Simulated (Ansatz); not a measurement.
## Structures of Rb2TlF3: which is lowest?

Plane-wave DFT in Ansatz with scalar-relativistic PAW potentials, cutoff 420 eV, Γ-centred meshes chosen by cell and gap, Gaussian smearing with energies taken to zero width. Every cell was relaxed (cell and atoms) in a run of its own, within the symmetry of its start. Functional: PBE.

Relaxed structures (starts from databases or built by putting these elements on another compound's sites):
A. P6/mmm, 6 atoms in the computed cell, a = 6.958 Å, c = 3.749 Å; sites (symmetry × multiplicity) Rb -6m2 × 2, Tl 6/mmm × 1, F mmm × 3; start: built
B. P-3m1, 6 atoms in the computed cell, a = 4.049 Å, c = 9.921 Å; sites (symmetry × multiplicity) Rb 3m. × 2, Tl -3m. × 1, F -3m. × 1 + 3m. × 2; start: built

Task: Rank them by energy. Could pressure change the order?

Result:
| structure | group | E − E(lowest) (meV/atom) | V (Å³/atom) | gap on mesh (eV) |
| --- | --- | --- | --- | --- |
| B | P-3m1 | 0.0 | 23.48 | 3.77 |
| A | P6/mmm | 318 | 26.20 | 0.75 |

B is lowest, 318 meV/atom under A. The lowest is also the densest of these, so pressure wouldn't bring one of the others in at first order. Other structures may lie lower than all of these, and vibrations aren't counted.

Spin-orbit coupling is left out, which matters for the bands of heavy elements. For Tl, Pb and Bi spin-orbit coupling shifts energies too.